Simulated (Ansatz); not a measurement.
Data:

TiAl$_{2}$:
```
TiAl2
1.0
    1.93162    -5.97381     0.00000
    1.93162     5.97381     0.00000
    0.00000     0.00000     3.93128
Ti Al
2 4
Direct
  0.84390   0.15610   0.00000
  0.15610   0.84390   0.00000
  0.50000   0.50000   0.00000
  0.00000   0.00000   0.50000
  0.67298   0.32702   0.50000
  0.32702   0.67298   0.50000
```

This is the LDA-relaxed structure.

All from LDA in the plane-wave PAW code Ansatz, unless another level is named. Estimate the bulk modulus (Birch–Murnaghan fit).

1200 kbar.

Give the highest zone-centre frequency.

45.0 meV.

Space group Cmmm. The workflow started from a Materials Project entry (that database holds measured and hypothetical structures alike); the Crystallography Open Database files this formula in space group No. 65, but the cells were not matched. Its standing as an ambient phase is unchecked. Symmetry was held in the LDA relaxation; its stability against distortions is not shown here. No spin polarisation was allowed.

Potentials: the later of the program's two PAW sets.
